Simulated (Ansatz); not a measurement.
Si (diamond)

```xyz
2
Lattice="0.0000 2.7349 2.7349 2.7349 0.0000 2.7349 2.7349 2.7349 0.0000" Properties=species:S:1:pos:R:3 pbc="T T T"
Si     2.7349     2.7349     2.7349
Si     4.1024     4.1024     4.1024
```

The slice is a {100} plane (indices of the conventional cell) through the point (0.750, 0.750, 0.750) (fractional), spanned by u = [100] and v = [0 1 -1] in vectors of this cell: u (3.87 Å) and v (3.87 Å, at 90° to u). It covers one period; positions are fractions (u, v).

All values below come from PBE (plane waves to 420 eV, PAW, scalar-relativistic; Ansatz, an electronic-structure program). k mesh 10×10×10. Near the nuclei the fields are pseudised (PAW); where an atom keeps semicore shells as valence, they peak there. Si was relaxed with its symmetry unable to fall. The PAW data are Ansatz's earlier set.

Task: Sketch the valence electron density on this plane as a map.

Result: 
```
|67899988766678899987|
|88999987766677899998|
|99999877655567789999|
|99998766544456678999|
|99987665433345667899|
|98876654322234566788|
|88776543211123456778|
|77765432100012345677|
|76654321000001234566|
|66654321000001234566|
|76654321000001234566|
|77765432100012345677|
|88776543211123456778|
|98876654322234566788|
|99987665433345667899|
|99998766544456678999|
|99999877655567789999|
|88999987766677899998|
|67899988766678899987|
|66899998776778999986|
```
Scale: ten equal steps from -1.68 (start of '0') to -0.40 (end of '9'), in the order '0123456789'. Values: log₁₀ of the valence density in e/Å³. The map has 20 points along u (one character each, u = 0 at the left) and 20 along v (v = 0 in the bottom row). The scale is logarithmic, as a density can span decades between atoms and voids.
